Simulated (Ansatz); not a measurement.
With plane-wave PAW PBE (Ansatz code), C in the trigonal phase (R-3; C on 18f, C on 6c) relaxes to a = 6.357 Å, c = 3.873 Å.

The Kohn–Sham gap is 3.43 eV (indirect). The valence maximum lies at T and the conduction minimum at L (3 equivalent valleys). Electrons at the band edge weigh 0.25, 0.65, 1.4 mₑ (principal values).

The bulk modulus is 361 GPa.

The start of the workflow was typed in or built on a structure type; neither database checked (COD, Materials Project) lists it. It is not the phase usual at ambient conditions (space group No. 194, 227). Symmetry was held in the PBE relaxation; whether a distortion lowers the energy is not shown. The volume moved by -17 % from the start of the relaxation.

Potentials: the earlier of the program's two PAW sets.
